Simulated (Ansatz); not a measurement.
ZnCo (P-6m2): field of 500 T on the spins

Level of theory: DFT, LDA, PAW with Ansatz's default frozen-core files, scalar-relativistic in Ansatz.

Command: `ansatz run input.yaml --threads 1 --pin off --max-ram 3072MiB --backend cpu --events-out ev --progress --plain --runs-dir out`

```yaml
crystal:
  lattice:
    - [2.6072238118, 0.0, 0.0]
    - [-1.3036119059, 2.2579220543, 0.0]
    - [0.0, 0.0, 4.171683]
  atoms:
    - { symbol: Zn, position: [0.6666666667, 0.3333333333, 0.0] }
    - { symbol: Co, position: [0.0, 0.0, 0.5], spin: 1.3 }
magnetization:
  spin_polarized: true
  magnetic_field: 500
kpoints:
  mp_grid: { grid: [14, 14, 8] }
scf:
  occupations: { method: fermi_dirac, width: 0.1 }
  convergence: { dr2_threshold: 1.0e-10 }
  lower_state_search: "off"
hamiltonian:
  xc: lda
  pseudopotentials: { kind: paw }
output:
  forces: true
  stress: true
  eigenvalues: true
```

The program prints:

```
Engine: ansatz 0.2.0
Pseudopotentials: kind: paw
Pseudopotential: Zn, paw, valence charge 12, recommended cutoff 420 eV (normal), Zn.paw.azcp
Pseudopotential: Co, paw, valence charge 17, recommended cutoff 420 eV (normal), Co.paw.azcp
Functional definition: SPW92
  exchange = slater_x
  correlation = pw_c
Crystal: 2 atoms, lattice volume = 24.558 Å³
Basis set: ecut = 420 eV, 487 PW (Γ)
Bands: 20, of which v1, the nominal top of the filled ones, is band 15 counted from 1 (14 counted from 0)
Symmetry: 12 space group operations
Space group: P-6m2 (ITA 187), of the structure as read, at distance tolerance 2.9e-5 Å
Magnetic group: BNS 187.209 (UNI 1439), of the structure as read, at distance tolerance 2.9e-5 Å
k-points: 120 of 1568 (time reversal used)
Non-local potential: Zn, projectors of the file, l = 0: 2, l = 1: 2, l = 2: 3, l = 3: 1
Non-local potential: Co, projectors of the file, l = 0: 3, l = 1: 2, l = 2: 3, l = 3: 1
PAW form: soft (Blöchl's): semilocal exchange-correlation on the pseudo side does not see the compensation charge
PAW frozen core: Zn, regenerated for the run's functional, and the local potential with it (the file was generated under x = pbe(κ = 0.804, μ = 0.2195149727645171), c = pbe(β = 0.06672455060314922))
PAW frozen core: Co, regenerated for the run's functional, and the local potential with it (the file was generated under x = pbe(κ = 0.804, μ = 0.2195149727645171), c = pbe(β = 0.06672455060314922))
PAW one-centre angular grid: Zn, 590 points (default); XC on 64 Gauss nodes
PAW one-centre angular grid: Co, 590 points (default); XC on 64 Gauss nodes
Initial density: superposition of atomic densities (chi_scale 0.1, normalization cell)
Starting moments: Σ|m| = 1.3 μB on 1 of 2 sites
Magnetic field: 500 T along the axis of the moments, on the spin alone (28.9419 meV per μB along it)
Initial wavefunctions: pseudopotential atomic-orbital guess
Functional: x = slater, c = lda
SCF iter   1: F=—  HF=-8310.510830 eV  |F-HF|=—  |Δ(HF+E_count)|=         —  Δρ=1.25e-1 (↑7.25e-2 ↓1.25e-1)  dr2=1.16e1  dr2_m=2.85e-1  M=0.716 μB ∫|m|=0.818 μB  β_m=0.30  ethr=3.10e-3  ⟨swp⟩=5.1  Hψ=20000  notcnv=0
preconditioner: auto → none  [metal: Δε(μ)=0.006 eV  Ē_g=11.497 eV  σ=0.100 eV  W_gap=0.02  n_scr=8 (ndim 8)  ℏωp=34.3 eV  f_vac=0.000  D(μ)=2.23/eV (n_scr^D=22)  sad-step TF]
SCF iter   2: F=—  HF=-8309.520914 eV  |F-HF|=—  |Δ(HF+E_count)|=   9.90e-1  Δρ=5.03e-2 (↑4.31e-2 ↓5.03e-2)  dr2=1.36e0  dr2_m=1.40e-2  M=1.011 μB ∫|m|=1.100 μB  β_m=1.00  ethr=3.10e-3  ⟨swp⟩=3.0  Hψ=11729  notcnv=0  defer=85
SCF iter   3: F=—  HF=-8309.016308 eV  |F-HF|=—  |Δ(HF+E_count)|=   5.05e-1  Δρ=1.85e-2 (↑1.14e-2 ↓1.85e-2)  dr2=1.50e-1  dr2_m=9.30e-3  M=1.042 μB ∫|m|=1.160 μB  β_m=1.00  ethr=3.10e-3  ⟨swp⟩=2.4  Hψ=9241  notcnv=0  defer=46
SCF iter   4: F=—  HF=-8308.936358 eV  |F-HF|=—  |Δ(HF+E_count)|=   8.00e-2  Δρ=1.37e-2 (↑4.73e-3 ↓1.37e-2)  dr2=2.23e-2  dr2_m=1.21e-2  M=1.109 μB ∫|m|=1.232 μB  β_m=1.00  ethr=5.16e-4  ⟨swp⟩=2.3  Hψ=9372  notcnv=0  defer=46
SCF iter   5: F=—  HF=-8308.937202 eV  |F-HF|=—  |Δ(HF+E_count)|=   8.44e-4  Δρ=8.21e-3 (↑2.96e-3 ↓8.21e-3)  dr2=1.03e-2  dr2_m=4.01e-3  M=1.147 μB ∫|m|=1.273 μB  β_m=1.00  ethr=7.68e-5  ⟨swp⟩=2.6  Hψ=9634  notcnv=0  defer=42
SCF iter   6: F=—  HF=-8308.945046 eV  |F-HF|=—  |Δ(HF+E_count)|=   7.84e-3  Δρ=4.51e-3 (↑1.66e-3 ↓4.51e-3)  dr2=2.97e-3  dr2_m=1.47e-3  M=1.168 μB ∫|m|=1.299 μB  β_m=1.00  ethr=3.56e-5  ⟨swp⟩=2.4  Hψ=7875  notcnv=0  defer=42
SCF iter   7: F=—  HF=-8308.949826 eV  |F-HF|=—  |Δ(HF+E_count)|=   4.78e-3  Δρ=3.44e-3 (↑1.51e-3 ↓3.44e-3)  dr2=1.61e-3  dr2_m=1.13e-3  M=1.187 μB ∫|m|=1.321 μB  β_m=0.30  ethr=1.03e-5  ⟨swp⟩=1.0  Hψ=4757  notcnv=0  defer=42
Mixer restart at iter 7: flushing history
spin-set hold released at iteration 7 (site moments contracting): the magnetisation degrees of freedom join the quasi-Newton model from the next iteration; the mixer history was flushed
SCF iter   8: F=—  HF=-8308.954343 eV  |F-HF|=—  |Δ(HF+E_count)|=   4.52e-3  Δρ=4.29e-3 (↑4.29e-3 ↓1.30e-3)  dr2=1.75e-3  dr2_m=1.65e-3  M=1.195 μB ∫|m|=1.331 μB  β_m=0.62  ethr=5.54e-6  ⟨swp⟩=2.0  Hψ=6314  notcnv=0  defer=42
SCF iter   9: F=—  HF=-8308.962746 eV  |F-HF|=—  |Δ(HF+E_count)|=   8.40e-3  Δρ=1.28e-2 (↑2.09e-3 ↓1.28e-2)  dr2=4.01e-2  dr2_m=7.45e-3  M=1.240 μB ∫|m|=1.380 μB  β_m=0.36  ethr=5.54e-6  ⟨swp⟩=2.0  Hψ=9857  notcnv=0  defer=41  recentre
SCF iter  10: F=—  HF=-8308.959157 eV  |F-HF|=—  |Δ(HF+E_count)|=   3.59e-3  Δρ=3.34e-3 (↑3.22e-3 ↓3.34e-3)  dr2=2.01e-4  dr2_m=2.35e-3  M=1.236 μB ∫|m|=1.380 μB  β_m=0.40  ethr=5.54e-6  ⟨swp⟩=2.0  Hψ=9766  notcnv=0  defer=39
SCF iter  11: F=—  HF=-8308.960848 eV  |F-HF|=—  |Δ(HF+E_count)|=   1.69e-3  Δρ=1.73e-3 (↑1.15e-3 ↓1.73e-3)  dr2=6.29e-4  dr2_m=2.62e-4  M=1.265 μB ∫|m|=1.417 μB  β_m=0.54  ethr=6.94e-7  ⟨swp⟩=2.0  Hψ=8336  notcnv=0  defer=39
SCF iter  12: F=—  HF=-8308.961091 eV  |F-HF|=—  |Δ(HF+E_count)|=   2.42e-4  Δρ=7.55e-4 (↑7.55e-4 ↓3.13e-4)  dr2=7.24e-5  dr2_m=4.98e-5  M=1.295 μB ∫|m|=1.455 μB  β_m=0.56  ethr=6.94e-7  ⟨swp⟩=2.0  Hψ=8695  notcnv=0  defer=39
SCF iter  13: F=—  HF=-8308.961106 eV  |F-HF|=—  |Δ(HF+E_count)|=   1.53e-5  Δρ=1.31e-4 (↑1.26e-4 ↓1.31e-4)  dr2=9.31e-6  dr2_m=8.42e-7  M=1.289 μB ∫|m|=1.449 μB  β_m=0.75  ethr=2.49e-7  ⟨swp⟩=1.5  Hψ=5722  notcnv=0  defer=39
SCF iter  14: F=—  HF=-8308.961105 eV  |F-HF|=—  |Δ(HF+E_count)|=   1.14e-6  Δρ=1.79e-5 (↑1.42e-5 ↓1.79e-5)  dr2=1.38e-7  dr2_m=3.33e-8  M=1.288 μB ∫|m|=1.448 μB  β_m=0.69  ethr=3.21e-8  ⟨swp⟩=1.0  Hψ=4768  notcnv=0  defer=39
SCF iter  15: F=—  HF=-8308.961105 eV  |F-HF|=—  |Δ(HF+E_count)|=   1.62e-7  Δρ=8.89e-6 (↑8.89e-6 ↓8.45e-6)  dr2=3.63e-8  dr2_m=3.05e-9  M=1.288 μB ∫|m|=1.448 μB  β_m=0.74  ethr=4.74e-10  ⟨swp⟩=2.0  Hψ=7773  notcnv=0  defer=39
SCF iter  16: F=—  HF=-8308.961105 eV  |F-HF|=—  |Δ(HF+E_count)|=  9.53e-10  Δρ=2.81e-6 (↑2.81e-6 ↓2.41e-6)  dr2=4.32e-9  dr2_m=1.77e-10  M=1.288 μB ∫|m|=1.448 μB  β_m=0.82  ethr=1.25e-10  ⟨swp⟩=1.8  Hψ=5712  notcnv=0  defer=39
SCF iter  17: F=—  HF=-8308.961105 eV  |F-HF|=—  |Δ(HF+E_count)|=  1.91e-10  Δρ=6.72e-7 (↑6.72e-7 ↓4.85e-7)  dr2=1.73e-10  dr2_m=1.02e-11  M=1.288 μB ∫|m|=1.448 μB  β_m=0.74  ethr=1.49e-11  ⟨swp⟩=1.5  Hψ=5152  notcnv=0  defer=39
SCF iter  18: F=-8308.961105 eV  HF=-8308.961105 eV  |F-HF|=7.28e-12  |Δ(HF+E_count)|=  2.00e-11  Δρ=1.23e-7 (↑8.72e-8 ↓1.23e-7)  dr2=5.59e-12  dr2_m=1.02e-12  M=1.288 μB ∫|m|=1.448 μB  ethr=1.00e-12  ⟨swp⟩=4.9  Hψ=16182  notcnv=0
SCF 1 converged in 18 iterations: F = -8308.961105 eV  dr2 = 5.59e-12
  greatest PAW one-centre occupation: 1.002 electrons in one spin orbital (limit 2), on the Co atom at site 1 (counted from 0), in its partial waves of l = 1
SCF converged after 18 iterations
Magnetization: 1.2883 μB (15.1441 up, 13.8559 down)
Absolute magnetization: 1.4484 μB (∫|ρ↑−ρ↓|, with the PAW one-centre terms)
Spin contamination: 0.0333 ħ² per cell (⟨S²⟩ above its minimum at these occupations)
Per-site moments (μB) at R_I (Å): [(-0.02266712439955224, 1.0610640860940928), (1.3604726946897945, 1.0610640860940928)]
Free energy (F): -8308.961105 eV
Harris-Foulkes:  -8308.961105 eV  (|F-HF|=7.28e-12)
Internal energy: -8308.888531 eV  (E = F + TS)
E sigma→0 (E₀):  -8308.924818 eV
Entropy (-TS):   -0.072574 eV (-36.287 meV/atom)
Fermi energy:    14.553571 eV
--- Per-component energies (eV) ---
  E_band       = -212.358702
  E_kinetic    = 584.656545
  E_local      = -4541.231104  (includes V_loc(G=0)·N_el)
  E_nonlocal   = 1074.220001
  E_hartree    = 1905.144959
  E_xc         = -293.619515
  E_vxc        = -258.636814  (∫ρ·V_xc dr)
  E_paw        = -3205.474655  (= ΣΔE_a)
  E_vpaw       = -881.619484  (= ΣTr[D̂ρ^β])
  E_aug_tail   = -0.000321  (compensation charges beyond the density's cutoff)
  E_zeeman     = -0.037285  (= −μ_B·B·M)
  E_ewald      = -3834.522548
  E_core_change = 1.975392  (= ΣΔE_core)
  E_smearing   = -0.072574  (= −TS)
  E_closure    = 0.000000  (closes the sum)
  Σ components = -8308.961105   (vs F -8308.961105, Δ=0.00e0)
--- Forces (eV/Å), atoms counted from 1 ---
  atom   1  Zn     0.00000000     0.00000000     0.00000000
  atom   2  Co    -0.00000000     0.00000000     0.00000000
  max |Σ_I F_I| component: 9.25e-18 eV/Å
--- Stress (GPa, compression-positive) ---
      -13.897429      -0.000000      -0.000000
       -0.000000     -13.897429      -0.000000
       -0.000000      -0.000000     -14.358581
  P = ⅓ Tr σ = -14.0511 GPa (-140.511 kbar)
--- Band table (eV; the first three rows and the last of 240) ---
  k-point 0 ↑: bands = ["-80.2166", "-43.8399", "-43.8399", "-43.8249", "4.3243", "6.5856", "7.0896", "7.0896", "7.6512", "7.6512", "11.0688", "12.5186", "12.5186", "12.9757", "13.4103", "13.4103", "17.7340", "33.6621", "33.6621", "34.3836"]
  k-point 1 ↑: bands = ["-80.2167", "-43.8399", "-43.8399", "-43.8250", "4.4467", "6.6097", "7.0876", "7.0876", "7.6506", "7.6506", "10.7659", "12.5247", "12.5247", "12.5502", "13.4080", "13.4080", "18.7034", "33.7617", "33.7617", "34.4042"]
  k-point 2 ↑: bands = ["-80.2166", "-43.8399", "-43.8399", "-43.8251", "4.7840", "6.6990", "7.0830", "7.0830", "7.6488", "7.6488", "9.7934", "12.1277", "12.5398", "12.5398", "13.4024", "13.4024", "20.8305", "32.6787", "34.0169", "34.0169"]
  k-point 119 ↓: bands = ["-78.5772", "-42.3534", "-42.3290", "-42.3099", "6.9672", "6.9904", "7.1599", "7.2653", "7.4769", "12.4795", "12.7692", "12.9901", "13.4004", "14.3662", "15.9970", "18.4931", "18.9096", "19.9103", "20.7210", "22.3237"]
```

Site moments (μB): Zn1 -0.02, Co2 1.36. Cell moment 1.29 μB.

The magnetic group in the log treats spin as a scalar label, without spin–orbit coupling.

The PAW files were made with PBE; the program remakes their cores once for the run's functional and then keeps them frozen. The Ansatz runs typed with the search for lower states off end where their start leads. These are results for the start and cell typed. The real compound can order otherwise, in a larger cell, or not at all, since semilocal functionals at zero temperature often overstate magnetism.

It took 9.7 s on 1 thread of Intel(R) Xeon(R) 6975P-C (Granite Rapids), with other jobs on the host, peak memory 0.43 GiB.
